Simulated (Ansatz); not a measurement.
# Strain response of BaPbO3

These are results of DFT PBEsol, scalar-relativistic, plane waves, PAW in Ansatz 0.2.0, not measurements. (420 eV cutoff, 8×8×8 k-mesh, Gaussian smearing of 0.10 eV, no spin polarisation)

Reference structure (relaxed):

```
Ba Pb O
1.0
     4.28206    0.00000    0.00000
     0.00000    4.28206    0.00000
     0.00000    0.00000    4.28206
Ba Pb O
1 1 3
Direct
  0.50000 0.50000 0.50000
  0.00000 0.00000 0.00000
  0.00000 0.50000 0.00000
  0.00000 0.00000 0.50000
  0.50000 0.00000 0.00000
```

Deformation: c alone is stretched, the rest of the cell is held and the atoms relax, all within the symmetry that the strain leaves. Energies are extrapolated to zero smearing.

Spin–orbit coupling is left out, which can shift energies with elements as heavy as these.

Problem. Give the structure at +2.0 %.

Solution.
```
Ba Pb O
1.0
     4.28206    0.00000    0.00000
     0.00000    4.28206    0.00000
     0.00000    0.00000    4.36770
Ba Pb O
1 1 3
Direct
  0.50000 0.50000 0.50000
  0.00000 0.00000 0.00000
  0.00000 0.50000 0.00000
  0.00000 0.00000 0.50000
  0.50000 0.00000 0.00000
```
Space group P4/mmm (123), 4.3 meV/atom over the relaxed crystal.

Symmetry holds off the tilts and polar distortions that many cubic perovskites undergo.